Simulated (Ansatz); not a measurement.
Relaxed TaRu (space group P4/mmm):

```yaml
crystal:
  lattice:
    - [3.00349, 0.00000, 0.00000]
    - [0.00000, 3.00349, 0.00000]
    - [0.00000, 0.00000, 3.36426]
  atoms:
    - { symbol: Ta, position: [0.50000, 0.50000, 0.50000] }
    - { symbol: Ru, position: [0.00000, 0.00000, 0.00000] }
```

A phonon eigenvector at Γ is frozen into this cell: atom i moves by Q times the vector below, so Q is the largest atomic displacement, in Å. The cell is held. It is one choice among 2 degenerate patterns.

| atom | x | y | z |
|---|---|---|---|
| Ta1 | 0.000 | 0.559 | 0.000 |
| Ru2 | 0.000 | -1.000 | 0.000 |

All values below come from LDA (plane waves to 420 eV, PAW, scalar-relativistic; Ansatz, an electronic-structure program). k mesh 15×15×14 (Γ-centred), Fermi-Dirac smearing 0.05 eV. The energy includes the smearing's −TS. With partly filled bands, energies and forces of such displacements shift with the k mesh and the smearing. Spin-orbit coupling is left out, though Ta is heavy. TaRu is run without spin polarisation. TaRu was relaxed with its symmetry unable to fall. ΔE is measured from the undisplaced structure. The last digit holds for this mesh only.

```tsv
Q (Å)	ΔE (meV/cell)
-0.1000	withheld
-0.0833	47.5
-0.0667	30.4
-0.0500	17.1
-0.0333	7.6
-0.0167	1.9
0.0000	0.0
0.0167	1.9
0.0333	7.6
0.0500	17.1
0.0667	30.4
0.0833	47.5
0.1000	withheld
```

**Question.** Fit an even polynomial form (powers 2, 4) to the given rows and predict ΔE at Q = -0.1000.

**Answer.** Least squares on the 11 given rows: ΔE = (6830)·Q² + (2108)·Q⁴, in meV/cell with Q in Å; root-mean-square residual 0.02 meV/cell. At -0.1000 the fit gives 68.5 meV/cell; the calculation gives 68.3 meV/cell, so the extrapolation is off by 0.2 (+0.3 %). The quadratic term alone would give 68.3 meV/cell.

(For displaced atoms, the force is minus the slope of the energy, and its curvature is a force constant, which sets phonon frequencies.)
